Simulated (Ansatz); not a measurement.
Starting cell, TaN (rock salt):

```yaml
crystal:
  lattice:
    - [0.00000, 4.39630, 4.39630]
    - [2.19815, 0.00000, 2.19815]
    - [2.19815, 2.19815, 0.00000]
  atoms:
    - { symbol: N, position: [0.00000, 0.00000, 0.00000] }
    - { symbol: N, position: [0.50000, 0.00000, 0.00000] }
    - { symbol: Ta, position: [0.25000, 0.50000, 0.50000] }
    - { symbol: Ta, position: [0.75000, 0.50000, 0.50000] }
```

The atoms are displaced by Q × the pattern below (from a DFPT mode at L = (0.5, 0.0, 0.0), largest move 1; Q in Å), at fixed cell. (q is in reciprocal vectors of the primitive cell; the cell shown is doubled to hold the pattern.)

```csv
atom,x,y,z
N1,0.577,-0.577,-0.577
N2,-0.577,0.577,0.577
```

Atoms not listed stay in place.

The numbers are results of r2SCAN (plane waves to 500 eV, PAW, scalar-relativistic; Ansatz, a program for electronic structure), not measurements. k mesh 9×18×18 (Γ-centred), Fermi-Dirac smearing 0.05 eV. E stands for the smeared free energy. With partly filled bands, energies and forces of such displacements shift with the k mesh and the smearing. Spin-orbit coupling is left out, though Ta is heavy. TaN is run without spin polarisation. TaN was relaxed with its symmetry unable to fall. This is a high-temperature form of TaN. ΔE is measured from the undisplaced structure.

```tsv
Q (Å)	ΔE (meV/cell)
-0.100	117
-0.067	52
-0.033	13
0.000	0
0.033	13
0.067	52
0.100	117
```

### Question
Which DFPT wavenumber at L = (0.5, 0.0, 0.0) belongs to this mode?
A) 91 cm⁻¹
B) 575 cm⁻¹
C) 474 cm⁻¹

### Answer
C, 474 cm⁻¹. The curvature of the scan gives 474 cm⁻¹

(A displaced cell: forces are minus the slopes of the energy, force constants its curvatures, and phonons follow from these.)
